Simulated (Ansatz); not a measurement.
Input and command of a plane-wave DFT calculation in Ansatz:

```yaml
crystal:
  lattice:
    - [-1.3455045148, 2.1360591166, 4.321882747]
    - [1.3455045148, -2.1360591166, 4.321882747]
    - [1.3455045148, 2.1360591166, -4.321882747]
  atoms:
    - { symbol: Ag, position: [0.3364001492, 0.3364001492, 0.0] }
    - { symbol: Ag, position: [0.6635998508, 0.6635998508, 0.0] }
    - { symbol: Ir, position: [0.0, 0.0, 0.0] }
basis:
  ecutwfc: 420
kpoints:
  mp_grid: { grid: [20, 20, 20] }
hamiltonian:
  xc: pbe
scf:
  occupations: { method: gaussian, width: 0.1 }
output:
  forces: true
  stress: true
  eigenvalues: true
relax:
  adjacent_minimum: "off"
  f_tol: 0.01
  max_steps: 80
  cell: { stress_tol: 0.05 }
```

```bash
ansatz run input.yaml --threads 1 --pin off --max-ram 2560MiB --backend cpu --events-out ev --progress --plain --runs-dir out
```

Processor: INTEL(R) XEON(R) PLATINUM 8581C CPU @ 2.30GHz (Emerald Rapids), 1 thread, on a host shared with other jobs.

Q: Estimate time, memory and problem size.

A: About 3.1 min on 1 thread of INTEL(R) XEON(R) PLATINUM 8581C CPU @ 2.30GHz (Emerald Rapids), with other jobs on the host, peak memory 1.5 GiB. It solves 33 bands at 1166 k points (the mesh reduced by the symmetry that the task leaves, which can be less than the crystal's) with about 989 plane waves (on the last cell), in 27 SCF iterations over 4 ionic steps.
